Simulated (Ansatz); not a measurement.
A relaxation computed with Ansatz, from input to last step.

```yaml
crystal:
  lattice:
    - [-1.6069, 1.6069, 3.91495]
    - [1.6069, -1.6069, 3.91495]
    - [1.6069, 1.6069, -3.91495]
  atoms:
    - { symbol: Si, position: [0.3347, 0.3347, 0.0] }
    - { symbol: Si, position: [0.6653, 0.6653, 0.0] }
    - { symbol: W, position: [0.0, 0.0, 0.0] }
basis:
  ecutwfc: 420
kpoints:
  mp_grid: { grid: [18, 18, 18] }
hamiltonian:
  xc: pbe
scf:
  occupations: { method: gaussian, width: 0.1 }
output:
  forces: true
  stress: true
  eigenvalues: true
relax:
  adjacent_minimum: "off"
  f_tol: 0.01
  max_steps: 40
```

```bash
ansatz run input.yaml --threads 1 --pin off --max-ram 2560MiB --backend cpu --events-out ev --progress --plain --runs-dir out
```

Computed with DFT PBE, scalar-relativistic, plane waves, PAW in Ansatz 0.2.0.

Of 3 frames 3 are shown, positions in Å and forces in eV/Å; the SCF threshold varies from step to step.

```xyz
3
Lattice="-1.6069 1.6069 3.9150 1.6069 -1.6069 3.9150 1.6069 1.6069 -3.9150" Properties=species:S:1:pos:R:3:forces:R:3 pbc="T T T" step=1 free_energy_over_end_meV_per_atom=0.06
Si    0.0000    0.0000    2.6207    0.0000    0.0000   -0.0598
Si    0.0000    0.0000    5.2092    0.0000    0.0000    0.0598
W     0.0000    0.0000    0.0000    0.0000    0.0000    0.0000
3
Lattice="-1.6069 1.6069 3.9150 1.6069 -1.6069 3.9150 1.6069 1.6069 -3.9150" Properties=species:S:1:pos:R:3:forces:R:3 pbc="T T T" step=2 free_energy_over_end_meV_per_atom=0.00
Si    0.0000    0.0000    2.6181    0.0000    0.0000   -0.0070
Si    0.0000    0.0000    5.2118    0.0000    0.0000    0.0070
W     0.0000    0.0000    0.0000    0.0000    0.0000    0.0000
3
Lattice="-1.6069 1.6069 3.9150 1.6069 -1.6069 3.9150 1.6069 1.6069 -3.9150" Properties=species:S:1:pos:R:3:forces:R:3 pbc="T T T" step=3 free_energy_over_end_meV_per_atom=0.00
Si    0.0000    0.0000    2.6181    0.0000    0.0000   -0.0070
Si    0.0000    0.0000    5.2118    0.0000    0.0000    0.0070
W     0.0000    0.0000    0.0000    0.0000    0.0000    0.0000
```

The run took 12 s on 1 thread of AMD EPYC 9R45 96-Core Processor (Zen 5), on a shared host, peak memory 0.62 GiB.

Spin–orbit coupling is left out, which can shift energies with elements as heavy as these.